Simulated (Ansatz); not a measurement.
**Compressing W2B: a fit and a missing row**

W2B, I4/mcm, a = 5.536 Å, c = 4.751 Å. The structure is a COD entry; whether it is the stable form wasn't checked. Ansatz: PBEsol, PAW, 420 eV, Γ-centred 10×10×10 mesh on 6 atoms, Gaussian smearing 0.10 eV; no spin polarisation. Shape and atoms are relaxed at each volume; pressure is positive in compression.

```tsv
V (Å³/atom)	P (GPa)
11.406	?
11.770	11.29
12.134	0.00
12.498	-9.67
12.862	-17.94
```

Problem. Take V0 = 12.134 Å³/atom, fit the third-order Birch–Murnaghan form to the other rows, and predict the missing pressure.

Solution. With the Eulerian strain f = ½[(V0/V)^(2/3) − 1] and y = P/[3f(1 + 2f)^(5/2)], the form is the line y = B0 + 1.5 B0 (B0′ − 4) f. Rows (f, y): 0.01026, 348.6; -0.00976, 346.9; -0.01905, 345.9. Means f = -0.006183, y = 347.13; Σ(Δf)² = 0.0004487, ΣΔfΔy = 0.04082; the slope is their ratio. y = 347.7 + 90.97 f GPa, so B0 = 347.7 GPa and B0′ = 4 + 2 × (90.97)/(3 × 347.7) = 4.17. At V = 11.406, f = 0.02106, y = 349.62 and P = 24.49 GPa. The run gave 24.47 GPa, so the fit is 0.02 GPa too high, a small miss on the scale of the series. The form still works here, 33 % of the fitted range beyond its end.

Spin–orbit coupling is left out, which can shift energies with elements as heavy as these.